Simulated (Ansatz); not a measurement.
Data:

HfC:
```
HfC
1.0
    0.00000     2.28621     2.28621
    2.28621     0.00000     2.28621
    2.28621     2.28621     0.00000
Hf C
1 1
Direct
  0.00000   0.00000   0.00000
  0.50000   0.50000   0.50000
```

This is the LDA-relaxed structure.

### Question
All from DFT-LDA in the program Ansatz with PAW potentials, unless another level is named. Give the highest zone-centre frequency.

### Answer
464 cm⁻¹.

### Question
And the bulk modulus (Birch–Murnaghan fit)?

### Answer
261 GPa.

Space group Fm-3m (rock salt). The LDA relaxation kept the symmetry of its start. The run is not spin-polarised. As this level gives no gap, phonon frequencies hold no LO–TO term and depend on the k-mesh and smearing (Fermi–Dirac, 0.1 eV here). Scalar-relativistic: spin–orbit coupling is off unless named, which matters more the heavier the elements.

Potentials: the earlier of the program's two PAW sets. The files were generated under PBE; for other functionals the program regenerates the frozen cores, and for LDA and PBEsol the local potential too.
